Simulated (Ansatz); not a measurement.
# Structures of RuPb$_{2}$: which is lowest?

Plane-wave DFT in Ansatz with scalar-relativistic PAW potentials, cutoff 420 eV, Γ-centred meshes chosen by cell and gap, Gaussian smearing with energies taken to zero width. Every cell was relaxed (cell and atoms) in a run of its own, within the symmetry of its start. Functional: PBE.

Relaxed structures (starts from databases or built by putting these elements on another compound's sites):
A. I4/mmm, 3 atoms in the computed cell, a = 3.318 Å, c = 13.194 Å; sites (symmetry × multiplicity) Ru 4/mmm × 2, Pb 4mm × 4; start: built
B. P4_2/mnm, 6 atoms in the computed cell, a = 6.836 Å, c = 3.440 Å; sites (symmetry × multiplicity) Ru m.mm × 2, Pb m.2m × 4; start: built

Task: Rank them by energy. Could pressure change the order?

Result:
```csv
structure,group,E − E(lowest) (meV/atom),V (Å³/atom),gap on mesh (eV)
B,P4_2/mnm,0.0,26.80,0.00
A,I4/mmm,40,24.21,0.00
```

B is lowest, 40 meV/atom under A. A is denser by 2.59 Å³/atom, so pressure favours it: ΔE/ΔV, with ΔE in eV and 1 eV/Å³ = 160.2 GPa, gives about 2.5 GPa for equal enthalpy if both cells were rigid, a rough figure since the two compress differently. Other structures may lie lower than all of these, and vibrations aren't counted.

Spin-orbit coupling is left out, which matters for the bands of heavy elements. For Tl, Pb and Bi spin-orbit coupling shifts energies too.